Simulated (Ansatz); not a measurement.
Input file for Ansatz (an electronic-structure program):

Ansatz 0.2 input:
```yaml
crystal:
  lattice:
    - [4.2446651547, 0.0, 0.0]
    - [-2.1223325774, 3.6759878545, 0.0]
    - [0.0, 0.0, 10.3924007357]
  atoms:
    - { symbol: Sn, position: [0.3333333333, 0.6666666667, 0.6634708261] }
    - { symbol: Sn, position: [0.6666666667, 0.3333333333, 0.3365291739] }
    - { symbol: Pb, position: [0.0, 0.0, 0.0] }
    - { symbol: Se, position: [0.3333333333, 0.6666666667, 0.1738620594] }
    - { symbol: Se, position: [0.6666666667, 0.3333333333, 0.8261379406] }
    - { symbol: Se, position: [0.0, 0.0, 0.5] }
kpoints:
  mp_grid: { grid: [8, 8, 3] }
  band_path:
    path:
      - [[0.0, 0.0, 0.0], [0.5, 0.0, 0.0], [0.3333333333, 0.3333333333, 0.0], [0.0, 0.0, 0.0], [0.0, 0.0, 0.5], [0.5, 0.0, 0.5], [0.3333333333, 0.3333333333, 0.5], [0.0, 0.0, 0.5]]  # Γ-M-K-Γ-A-L-H-A
      - [[0.5, 0.0, 0.5], [0.5, 0.0, 0.0]]  # L-M
      - [[0.3333333333, 0.3333333333, 0.5], [0.3333333333, 0.3333333333, 0.0]]  # H-K
    npoints: 8
basis: { xc_grid: 2 }
hamiltonian:
  xc: pbesol
  pseudopotentials: { kind: paw }
magnetization: { noncollinear: true, spin_orbit: true }
scf:
  n_extra_bands: 12
  convergence: { dr2_threshold: 0.0000000001 }
  occupations: { method: gaussian, width: 0.05 }
output: { eigenvalues: true }
```

Output (shortened):

```
Pseudopotential: Sn, paw_fr, valence charge 14
Pseudopotential: Pb, paw_fr, valence charge 14
Pseudopotential: Se, paw_fr, valence charge 16
Functional definition: PBEsol
non-collinear run that drives no moment, with spin-orbit …
Crystal: 6 atoms, lattice volume = 162.156 Å³
Basis set: ecut = 420 eV, 3185 PW (Γ), exchange–correlation on 60×60×144 points (8 copies of the dense FFT grid, shifted against one another)
Bands: 102, of which v1, the nominal top of the filled ones, is band 90 counted from 1 (89 counted from 0)
Symmetry: 12 space group operations + 12 with time reversal
k-points: 25 of 192
Projection manifold: j_resolved (fully-relativistic pseudo-atomic orbitals)
SCF iter   1: F=—  HF=-39973.768419 eV  |F-HF|=—  |Δ(HF+E_count)|=         —  Δρ=2.87e-2  dr2=1.19e1  dr2_m=0.00e0 (ungated)  ethr=3.10e-3  |M|=0.00e0 ∫|m|=0.00e0 μB  |m|>n=0.0e0 m-floor=0.0e0 τ_xc=0.0e0  β_m=0.30  ⟨swp⟩=7.8  Hψ=5753  notcnv=0  defer=4
preconditioner: auto → Resta (q_TF=auto, 2.473 Å⁻¹)
spin=Noncollinear: Resta preconditioning applied to the charge; magnetization (m_x, m_y, m_z) channels mix plain (no charge-response kernel on spin).
SCF iter   2: F=—  HF=-39972.430908 eV  |F-HF|=—  |Δ(HF+E_count)|=    1.34e0  Δρ=1.60e-2  dr2=1.19e0  dr2_m=0.00e0 (ungated)  ethr=3.10e-3  |M|=0.00e0 ∫|m|=0.00e0 μB  |m|>n=0.0e0 m-floor=0.0e0 τ_xc=0.0e0  β_m=0.37  ⟨swp⟩=2.9  Hψ=1668  notcnv=0  defer=150
SCF iter   3: F=—  HF=-39972.223022 eV  |F-HF|=—  |Δ(HF+E_count)|=   2.08e-1  Δρ=9.06e-3  dr2=1.50e-1  dr2_m=0.00e0 (ungated)  ethr=1.32e-3  |M|=0.00e0 ∫|m|=0.00e0 μB  |m|>n=0.0e0 m-floor=0.0e0 τ_xc=0.0e0  β_m=0.55  ⟨swp⟩=2.6  Hψ=1503  notcnv=0  defer=156
SCF iter   4: F=—  HF=-39972.184008 eV  |F-HF|=—  |Δ(HF+E_count)|=   3.90e-2  Δρ=2.53e-3  dr2=1.37e-2  dr2_m=0.00e0 (ungated)  ethr=1.67e-4  |M|=0.00e0 ∫|m|=0.00e0 μB  |m|>n=0.0e0 m-floor=0.0e0 τ_xc=0.0e0  β_m=0.64  ⟨swp⟩=3.8  Hψ=2234  notcnv=0  defer=158
SCF iter   5: F=—  HF=-39972.183001 eV  |F-HF|=—  |Δ(HF+E_count)|=   1.01e-3  Δρ=6.10e-4  dr2=8.14e-4  dr2_m=0.00e0 (ungated)  ethr=1.52e-5  |M|=0.00e0 ∫|m|=0.00e0 μB  |m|>n=0.0e0 m-floor=0.0e0 τ_xc=0.0e0  β_m=0.69  ⟨swp⟩=2.7  Hψ=2189  notcnv=0  defer=158
SCF iter   6: F=—  HF=-39972.183231 eV  |F-HF|=—  |Δ(HF+E_count)|=   2.30e-4  Δρ=2.45e-4  dr2=9.98e-5  dr2_m=0.00e0 (ungated)  ethr=9.04e-7  |M|=0.00e0 ∫|m|=0.00e0 μB  |m|>n=0.0e0 m-floor=0.0e0 τ_xc=0.0e0  β_m=0.79  ⟨swp⟩=2.6  Hψ=2231  notcnv=0  defer=158
SCF iter   7: F=—  HF=-39972.183286 eV  |F-HF|=—  |Δ(HF+E_count)|=   5.50e-5  Δρ=5.95e-5  dr2=7.10e-6  dr2_m=0.00e0 (ungated)  ethr=1.11e-7  |M|=0.00e0 ∫|m|=0.00e0 μB  |m|>n=0.0e0 m-floor=0.0e0 τ_xc=0.0e0  β_m=0.90  ⟨swp⟩=2.0  Hψ=2067  notcnv=0  defer=158
SCF iter   8: F=—  HF=-39972.183215 eV  |F-HF|=—  |Δ(HF+E_count)|=   7.09e-5  Δρ=1.15e-5  dr2=3.08e-7  dr2_m=0.00e0 (ungated)  ethr=7.89e-9  |M|=0.00e0 ∫|m|=0.00e0 μB  |m|>n=0.0e0 m-floor=0.0e0 τ_xc=0.0e0  β_m=0.95  ⟨swp⟩=2.0  Hψ=1593  notcnv=0  defer=158
SCF iter  11: F=-39972.183215 eV  HF=-39972.183215 eV  |F-HF|=1.46e-11  |Δ(HF+E_count)|=  2.26e-10  Δρ=1.15e-7  dr2=2.37e-11  dr2_m=0.00e0 (ungated)  ethr=1.00e-12  |M|=0.00e0 ∫|m|=0.00e0 μB  |m|>n=0.0e0 m-floor=0.0e0 τ_xc=0.0e0  ⟨swp⟩=10.4  Hψ=5498  notcnv=0
SCF 1 converged in 11 iterations: F = -39972.183215 eV  dr2 = 2.37e-11
NSCF: frozen V_eff on 75 k-points
SCF converged after 11 iterations
Magnetization: |M| = 0.0000 μB,  M = (+0.0000, +0.0000, +0.0000) μB
Absolute magnetization: 0.0000 μB (∫|m|)
  site 0: m = (+0.0000, +0.0000, +0.0000) μB, |m| = 0.0000 μB  (R = 1.23 Å)
  site 1: m = (+0.0000, +0.0000, +0.0000) μB, |m| = 0.0000 μB  (R = 1.23 Å)
  site 2: m = (+0.0000, +0.0000, +0.0000) μB, |m| = 0.0000 μB  (R = 1.26 Å)
  site 3: m = (+0.0000, +0.0000, +0.0000) μB, |m| = 0.0000 μB  (R = 1.23 Å)
  site 4: m = (+0.0000, +0.0000, +0.0000) μB, |m| = 0.0000 μB  (R = 1.23 Å)
  site 5: m = (+0.0000, +0.0000, +0.0000) μB, |m| = 0.0000 μB  (R = 1.23 Å)
Free energy (F): -39972.183215 eV
Harris-Foulkes:  -39972.183215 eV  (|F-HF|=1.46e-11)
Internal energy: -39972.183215 eV  (E = F + TS)
E sigma→0 (E₀):  -39972.183215 eV
Fermi energy:    9.372293 eV
--- Per-component energies (eV) ---
  E_band       = -1360.847799
  E_kinetic    = 1015.720729
  E_local      = -10078.144729  (includes V_loc(G=0)·N_el)
  E_nonlocal   = -1485.963816
  E_hartree    = 5094.771976
  E_xc         = -1290.604819
  E_vxc        = -623.485360  (∫ρ·V_xc dr)
  E_paw        = -24024.948945  (= ΣΔE_a)
  E_vpaw       = -378.516822  (= ΣTr[D̂ρ^β])
  E_aug_tail   = -0.001819  (compensation charges beyond the density's cutoff)
  E_ewald      = -9206.699165
  E_core_change = 3.687374  (= ΣΔE_core)
  E_smearing   =  0.000000  (= −TS)
  E_closure    = 0.000000  (closes the sum)
  Σ components = -39972.183215   (vs F -39972.183215, Δ=0.00e0)
  [band-id]    e_kinetic+e_local+e_nonlocal+2·e_hartree+e_vxc+e_vpaw+e_augmentation_tail = -1360.847866   (vs E_band -1360.847799, Δ=-6.69e-5)
--- Band table (eV; the first three rows and the last of 25) ---
  k-point 0: bands = ["-38.9837", "-38.9837", "-38.9790", "-38.9790", "-38.9010", "-38.9010", "-38.9010", "-38.9010", "-38.8997", "-38.8997", "-38.8997", "-38.8997", "-38.0902", "-38.0902", "-38.0866", "-38.0866", "-38.0839", "-38.0839", "-38.0066", …
  k-point 1: bands = ["-38.9837", "-38.9837", "-38.9790", "-38.9790", "-38.9010", "-38.9010", "-38.9010", "-38.9010", "-38.8997", "-38.8997", "-38.8997", "-38.8997", "-38.0902", "-38.0902", "-38.0866", "-38.0866", "-38.0839", "-38.0839", "-38.0066", …
  k-point 2: bands = ["-38.9837", "-38.9837", "-38.9790", "-38.9790", "-38.9010", "-38.9010", "-38.9010", "-38.9010", "-38.8997", "-38.8997", "-38.8997", "-38.8997", "-38.0902", "-38.0902", "-38.0866", "-38.0866", "-38.0839", "-38.0839", "-38.0066", …
  k-point 24: bands = ["-38.9836", "-38.9836", "-38.9790", "-38.9790", "-38.9010", "-38.9010", "-38.9010", "-38.9010", "-38.8996", "-38.8996", "-38.8996", "-38.8996", "-38.0901", "-38.0901", "-38.0866", "-38.0866", "-38.0839", "-38.0839", "-38.0066", …
```

Cost: around 5 core-minutes (rough) on shared cores.

Space group P-3m1. The first step of the workflow began from a Materials Project structure, measured or hypothetical; the Crystallography Open Database copy checked does not list it. With Sn and Pb taken as one species the cell has the higher symmetry Fm-3m, so it may be an ordered model of a mixed-site phase. Its standing as an ambient phase is unchecked. Symmetry was held in the PBEsol relaxation; of distortions, only those at the zone centre were tested.

Potentials: the later of the program's two PAW sets.

Ansatz is a plane-wave DFT program.
